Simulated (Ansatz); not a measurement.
## Calculated ¹⁷O NMR of the central transition for TiO2

Cell: an entry of the Crystallography Open Database (COD) whose atoms were relaxed with PBE, the cell held.

Space group Pbca (No. 61); a = 5.1570, b = 9.1910, c = 5.4630 Å.

| site | Wyckoff | site symmetry | x | y | z |
| --- | --- | --- | --- | --- | --- |
| Ti | 8c | 1 | 0.1389 | 0.1290 | 0.9054 |
| O9 | 8c | 1 | 0.8161 | 0.0097 | 0.8510 |
| O17 | 8c | 1 | 0.4643 | 0.2299 | 0.8915 |

One atom of each set is listed.

Level of theory: DFT, PBE, plane waves and PAW (field gradients read without the response of the frozen cores, which leaves them typically 4 to 6 % off), scalar-relativistic, 420 eV cutoff, Γ-centred 4×3×4 k-points, Fermi–Dirac smearing 0.02 eV (Ansatz 0.2.0).

¹⁷O has I = 5/2 and Q = -25.58 mb (Pyykkö 2018); at 18.8 T its Larmor frequency is ν₀ = 108.6 MHz. Only the quadrupole interaction is simulated: positions count from each site's isotropic chemical shift, and J coupling is left out, as are shift anisotropy and dipolar coupling, which fast spinning averages.

Problem. Simulate the second-order pattern (fast magic-angle spinning, Gaussian broadening 0.02 kHz) of site O17 (3 Ti at 1.92–2.07 Å).

Solution. The calculation gives C_Q = 1.55 MHz and η = 0.84, so ν_Q = 0.232 MHz and the centre of gravity lies at -1.51 ppm (-0.164 kHz).

```json
{"offset (kHz)": "-0.3917", "height": "0"}
{"offset (kHz)": "-0.3810", "height": "1"}
{"offset (kHz)": "-0.3704", "height": "4"}
{"offset (kHz)": "-0.3598", "height": "8"}
{"offset (kHz)": "-0.3492", "height": "12"}
{"offset (kHz)": "-0.3385", "height": "17"}
{"offset (kHz)": "-0.3279", "height": "20"}
{"offset (kHz)": "-0.3173", "height": "21"}
{"offset (kHz)": "-0.3066", "height": "21"}
{"offset (kHz)": "-0.2960", "height": "22"}
{"offset (kHz)": "-0.2854", "height": "23"}
{"offset (kHz)": "-0.2748", "height": "24"}
{"offset (kHz)": "-0.2641", "height": "26"}
{"offset (kHz)": "-0.2535", "height": "27"}
{"offset (kHz)": "-0.2429", "height": "29"}
{"offset (kHz)": "-0.2323", "height": "31"}
{"offset (kHz)": "-0.2216", "height": "36"}
{"offset (kHz)": "-0.2110", "height": "50"}
{"offset (kHz)": "-0.2004", "height": "80"}
{"offset (kHz)": "-0.1897", "height": "100"}
{"offset (kHz)": "-0.1791", "height": "98"}
{"offset (kHz)": "-0.1685", "height": "95"}
{"offset (kHz)": "-0.1579", "height": "91"}
{"offset (kHz)": "-0.1472", "height": "77"}
{"offset (kHz)": "-0.1366", "height": "64"}
{"offset (kHz)": "-0.1260", "height": "56"}
{"offset (kHz)": "-0.1153", "height": "51"}
{"offset (kHz)": "-0.1047", "height": "47"}
{"offset (kHz)": "-0.0941", "height": "44"}
{"offset (kHz)": "-0.0835", "height": "41"}
{"offset (kHz)": "-0.0728", "height": "39"}
{"offset (kHz)": "-0.0622", "height": "37"}
{"offset (kHz)": "-0.0516", "height": "35"}
{"offset (kHz)": "-0.0410", "height": "34"}
{"offset (kHz)": "-0.0303", "height": "32"}
{"offset (kHz)": "-0.0197", "height": "30"}
{"offset (kHz)": "-0.0091", "height": "24"}
{"offset (kHz)": "0.0016", "height": "11"}
{"offset (kHz)": "0.0122", "height": "2"}
{"offset (kHz)": "0.0228", "height": "0"}
```
